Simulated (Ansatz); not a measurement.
A scan (energy over volume and axial ratio; atoms clamped) gave these values. Method: PBE (plane waves to 420 eV, PAW, scalar-relativistic; Ansatz, a program for electronic structure).

The shear modulus C′ = (C11 − C12)/2 (fit, atoms clamped) is 28 GPa.

Problem. Of these crystals, all scanned alike, which one is it?
A. Cu₂O (cuprite type, space group Pn-3m)
B. MgO (rock salt)
C. CdO (rock salt)
D. NiSi₂ (fluorite type, space group Fm-3m)

Solution. D, NiSi₂ (fluorite type, space group Fm-3m). The others have, for the shear modulus C′ = (C11 − C12)/2: Cu2O 10 GPa, CdO 40 GPa, MgO 88 GPa

All were relaxed with their symmetry unable to fall. Cu2O is run without spin polarisation. NiSi2 is run without spin polarisation. The PAW data are Ansatz's earlier set. With partly filled bands, the response to shear is sensitive to the k mesh, so small differences along c/a are uncertain.

(Under strain, the slope of the energy per volume gives the stress and its curvature an elastic modulus.)
